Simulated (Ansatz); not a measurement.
**Property card for NiGePd**

NiGePd:
Space group P4/nmm, origin choice 1 (No. 129); a = b = 3.6085 Å, c = 6.2181 Å, α = β = γ = 90.00°

```tsv
atom	site	symmetry	x	y	z
Ni	2a	-4m2	0.0000	0.0000	0.0000
Ge	2c	4mm	0.5000	0.0000	0.2441
Pd	2c	4mm	0.0000	0.5000	0.3601
```

Space group P4/nmm (No. 129); conventional cell a = b = 3.608 Å, c = 6.218 Å, α = β = γ = 90.00°.

Method: plane-wave PAW r²SCAN (Ansatz code). Structure relaxed to zero pressure with the same functional. Other levels are named where they apply.

### Cell and energy

- Volume per atom = 13.49 Å³
- Density = 9.75 g/cm³
- Formation energy from the elements (no fitted shifts) = -0.44 eV/atom

### Electronic structure

- Electronic character: metallic (no gap)
- Density of states at the Fermi level: 0.15 states/eV per atom (mean over ±0.08 eV)

The first step of the workflow began from a Materials Project structure, measured or hypothetical; the Crystallography Open Database copy checked does not list it. Whether it is the stable phase at ambient conditions was not checked. The r²SCAN relaxation kept the symmetry of its start; whether a distortion lowers the energy is not shown. No spin polarisation was allowed. The references are the lowest solids computed at this level, not always the standard phases. Scalar-relativistic: spin–orbit coupling is off unless named, which matters more the heavier the elements.

Potentials: the later of the program's two PAW sets.
